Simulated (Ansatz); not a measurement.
Bands of Be

```
Be
1.0
    -1.25312    1.25312    1.25312
     1.25312   -1.25312    1.25312
     1.25312    1.25312   -1.25312
Be
1
Cartesian
  0.0000 0.0000 0.0000
```

The cell is the one relaxed in the Materials Project (mp-20), not relaxed further here; entries there can be hypothetical.

Theory: DFT, PBEsol, all-electron LAPW, scalar-relativistic in Ansatz 0.2.0.

Settings: a Γ-centred 23×23×23 k mesh, Fermi–Dirac smearing of 0.03 eV, basis error target 0.25 meV/atom, no spin polarisation.

Points in fractions of the reciprocal vectors of this cell: Γ (0, 0, 0), H (0.5, -0.5, 0.5), N (0, 0, 0.5), P (0.25, 0.25, 0.25). The path joins them by straight lines in the order Γ–H–N–Γ–P–H–P–N; legs that retrace an earlier one aren't tabulated. Energies are in eV from the Fermi level.

(1) List the levels at Γ between -20 and 9 eV.

(2) List the levels at H between -20 and 9 eV.

(3) List the levels at N between -20 and 9 eV.

(4) What is the band gap?

## Answers

(1) -12.25.

(2) 3.92 (×3).

(3) -5.26, 0.35.

(4) none: bands cross the Fermi level, a metal.
